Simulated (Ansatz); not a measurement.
SiGe, first-principles data

SiGe:
```xyz
4
Lattice="1.9620 1.1327 6.3989 -1.9620 1.1327 6.3989 0.0000 -2.2655 6.3989" Properties=species:S:1:pos:R:3 pbc="T T T"
Si     0.0000     0.0000    18.0221
Si     0.0000     0.0000     1.1746
Ge     0.0000     0.0000     8.3694
Ge     0.0000     0.0000    10.8272
```

Space group R-3m (No. 166); conventional cell a = 3.924 Å, b = 3.924 Å, c = 19.197 Å, α = 90.00°, β = 90.00°, γ = 120.00°.

Method: the program Ansatz at the r²SCAN level (PAW). Geometry: relaxed at this level of theory. Other levels are named where they apply.

Cell and energy:

```yaml
volume_per_atom: 21.33 Å³
density: 3.92 g/cm³
Formation energy from the elements (no fitted shifts): 0.008 eV/atom
```

Electronic structure:

```yaml
band_gap: 0.65 eV (indirect)
valence_band_maximum: at Γ
conduction_band_minimum: at F (3 equivalent valleys)
smallest_direct_gap_on_the_standard_path: 1.24 eV
electron_effective_mass: 0.11, 0.22, 1.3 mₑ (principal values)
Electron effective mass with spin–orbit coupling: 0.11, 0.22, 1.3 mₑ (principal values)
Hole effective mass, band 1 of 2 at the edge: 0.34 along x, 0.56 along z (mₑ)
Hole effective mass, band 2 of 2 at the edge: 0.070 along x, 0.56 along z (mₑ)
Hole effective mass with spin–orbit coupling: 0.12 along x, 0.55 along z (mₑ)
HSE06 gap on the r²SCAN cell: 1.01 eV
Gap with spin–orbit coupling: 0.59 eV
```

Mechanics:

```yaml
Bulk modulus (Birch–Murnaghan fit): 84.3 GPa
Pressure derivative B′: 4.5
Elastic constants (relaxed ions, GPa): C11 = 178, C12 = 43.5, C13 = 33.4, C14 = -13.1, C33 = 185, C44 = 57.0
mechanical_stability: stable (all eigenvalues of C positive)
hill_bulk_and_shear_moduli: 84.6 and 63.3 GPa
Young's modulus: 152 GPa
Poisson's ratio: 0.20
debye_temperature_from_the_elastic_constants: 476 K
```

Charges:

```yaml
bader_charges: Si +0.28, Ge -0.28 e
```

The start of the workflow was typed in or built on a structure type; neither database checked (COD, Materials Project) lists it. Whether it is the stable phase at ambient conditions was not checked. The cell was relaxed with r²SCAN under the symmetry of its start; whether a distortion lowers the energy is not shown. The references are the lowest solids computed at this level, not always the standard phases. Spin–orbit coupling is left out wherever it is not named.

Potentials: the earlier of the program's two PAW sets. The files were generated under PBE; for other functionals the program regenerates the frozen cores, and for LDA and PBEsol the local potential too.
